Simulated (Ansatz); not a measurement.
## CO2: Electric field gradients

The cell is a COD entry, its atoms then relaxed with PBE in this cell.

Space group Pa-3 (No. 205); a = 5.6240 Å.

| site | Wyckoff | site symmetry | x | y | z |
| --- | --- | --- | --- | --- | --- |
| C | 4a | .-3. | 0.0000 | 0.0000 | 0.0000 |
| O | 8c | .3. | 0.1199 | 0.1199 | 0.1199 |

One atom of each set is listed.

The numbers come from a DFT calculation in Ansatz (r2SCAN, plane waves and PAW, scalar-relativistic, 500 eV cutoff, Γ-centred 4×4×4 k-points, Fermi–Dirac smearing 0.02 eV).

V_zz is the principal component of the electric field gradient with the largest magnitude, η = (V_xx − V_yy)/V_zz and C_Q = eQV_zz/h. ν_Q = 3|C_Q|/[2I(2I − 1)].

O-17: I = 5/2, Q = -25.58 mb. Nuclear quadrupole moments: year-2017 set (Pyykkö).

Q: Give the quadrupolar parameters of the distinct sites.

A: 

```csv
site,atoms,first shell,C_Q (MHz),η,ν_Q (MHz)
O,8,1 C at 1.17 Å,-4.78,0.00,0.718
```

An axis of threefold or higher order runs through O, so V_zz lies along it and η is zero.

C has no stable isotope with a ground-state quadrupole moment in the table, so these sites are left out.

The largest force is 0.9 eV/Å, so the atoms aren't at the calculated equilibrium and relaxing them would move these values.
